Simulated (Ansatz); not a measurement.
Zone-centre modes in SnO$_{2}$

The calculation used DFT r2SCAN, scalar-relativistic, plane waves, PAW (Ansatz). The runs took a 500 eV cutoff, a Γ-centred 12×12×12 mesh and Gaussian smearing (0.05 eV). No spin polarisation.

Zero of the scan (relaxed at this level; this form isn't the usual structure):

```xyz
3
Lattice="1.6048 0.9265 4.3550 -1.6048 0.9265 4.3550 0.0000 -1.8531 4.3550" Properties=species:S:1:pos:R:3 pbc="T T T"
Sn    0.0000    0.0000    6.5324
O     0.0000    0.0000    3.1519
O     0.0000    0.0000    9.9130
```

The cell holds layers and no dispersion correction was added, so their binding is poorly described.

Harmonic modes by finite displacements of 0.02 Å, without the LO–TO term.

(1) At this geometry, is the structure stable against these modes?

(2) List the wavenumbers in cm⁻¹.

## Answers

(1) Yes: no mode is imaginary beyond 10 cm⁻¹, and only the three translations lie near zero.

(2) 0, 0, 0, 416, 416, 448, 472, 472, 524.

Cost: 1 run of about 1.7 core-minutes, on Intel Xeon 6975P-C (Granite Rapids) (shared hosts).